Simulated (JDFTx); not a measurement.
An input for a modified build of JDFTx (Ba (SMILES [Ba]), charge 0, multiplicity 1, CANDLE, water, 2 M NaF; bohr, hartree) and the course of its log:

```
lattice \
  14.1729459347 0.0000000000 0.0000000000 \
  0.0000000000 14.1729459347 0.0000000000 \
  0.0000000000 0.0000000000 14.1729459347
coords-type Cartesian
ion Ba 0.0000000000 0.0000000000 0.0000000000 0
ion-species pseudo/ba_pbe_v1.upf
elec-cutoff 20 100
elec-ex-corr gga-PBE
symmetries none
elec-n-bands 8
converge-empty-states yes
electronic-scf nIterations 100 energyDiffThreshold 1e-8
fluid LinearPCM
pcm-variant CANDLE
fluid-solvent H2O
fluid-cation Na+ 2
fluid-anion F- 2
fluid-minimize nIterations 400 knormThreshold 1e-11
wavefunction read s0.wfns
dump-name s1.$VAR
dump End State Ecomponents EigStats BandEigs Forces ElecDensity IonicPositions FluidDebug
```

```
[one cycle in 5 is shown, and the last three; fluid-solver lines are left out]
SCF: Cycle:  0   Etot: -25.653729999524749   dEtot: -1.158e-02   |Residual|: 1.445e-02   |deigs|: 1.394e-03
SCF: Cycle:  5   Etot: -25.653704198570587   dEtot: -1.476e-02   |Residual|: 7.930e-03   |deigs|: 3.636e-02
SCF: Cycle: 10   Etot: -25.653800535784494   dEtot: +3.256e-03   |Residual|: 6.730e-03   |deigs|: 5.668e-03
SCF: Cycle: 15   Etot: -25.655925348760682   dEtot: +3.861e-05   |Residual|: 6.407e-03   |deigs|: 1.545e-03
SCF: Cycle: 20   Etot: -25.656144531275260   dEtot: -3.452e-04   |Residual|: 2.782e-03   |deigs|: 5.527e-04
SCF: Cycle: 25   Etot: -25.655234429769031   dEtot: -2.158e-03   |Residual|: 3.576e-03   |deigs|: 1.248e-03
SCF: Cycle: 30   Etot: -25.656181728311680   dEtot: +6.067e-05   |Residual|: 3.264e-03   |deigs|: 3.265e-04
SCF: Cycle: 35   Etot: -25.655768613746229   dEtot: +5.643e-04   |Residual|: 1.972e-03   |deigs|: 3.749e-03
SCF: Cycle: 40   Etot: -25.656143135361244   dEtot: +1.208e-04   |Residual|: 1.742e-03   |deigs|: 2.434e-04
SCF: Cycle: 45   Etot: -25.656206552570140   dEtot: -7.701e-05   |Residual|: 1.834e-03   |deigs|: 7.811e-05
SCF: Cycle: 50   Etot: -25.655320995349612   dEtot: +5.571e-05   |Residual|: 1.653e-03   |deigs|: 2.230e-04
SCF: Cycle: 55   Etot: -25.655478098435598   dEtot: -1.457e-04   |Residual|: 1.578e-03   |deigs|: 2.068e-04
SCF: Cycle: 60   Etot: -25.655579067706725   dEtot: -9.745e-05   |Residual|: 1.028e-03   |deigs|: 4.782e-04
SCF: Cycle: 65   Etot: -25.655180576845204   dEtot: -2.197e-03   |Residual|: 1.276e-03   |deigs|: 1.023e-03
SCF: Cycle: 70   Etot: -25.656143893254068   dEtot: -1.282e-03   |Residual|: 1.647e-03   |deigs|: 6.731e-04
SCF: Cycle: 75   Etot: -25.653490502489706   dEtot: +2.393e-05   |Residual|: 4.386e-03   |deigs|: 6.796e-05
SCF: Cycle: 80   Etot: -25.655342501031683   dEtot: +1.801e-04   |Residual|: 1.125e-03   |deigs|: 2.276e-05
SCF: Cycle: 85   Etot: -25.655216518848896   dEtot: +1.264e-05   |Residual|: 1.239e-03   |deigs|: 1.598e-05
SCF: Cycle: 90   Etot: -25.655769566626404   dEtot: -3.648e-04   |Residual|: 1.015e-03   |deigs|: 2.536e-04
SCF: Cycle: 95   Etot: -25.655254987929784   dEtot: +3.925e-05   |Residual|: 1.223e-03   |deigs|: 3.752e-05
SCF: Cycle: 97   Etot: -25.655338741405327   dEtot: +5.898e-04   |Residual|: 1.185e-03   |deigs|: 9.702e-05
SCF: Cycle: 98   Etot: -25.655355676550293   dEtot: -1.694e-05   |Residual|: 1.176e-03   |deigs|: 6.660e-05
SCF: Cycle: 99   Etot: -25.656225046880209   dEtot: -8.694e-04   |Residual|: 1.268e-03   |deigs|: 7.810e-05
SCF: None of the convergence criteria satisfied after 100 iterations.
IonicMinimize: Iter:   0  Etot: -25.656225046880209  |grad|_K:  0.000e+00
IonicMinimize: Converged (|grad|_K<1.000000e-04).
```

This run gave no converged result. The electronic loop ended without meeting its threshold, so the last energy, chemical potential and forces aren't results.
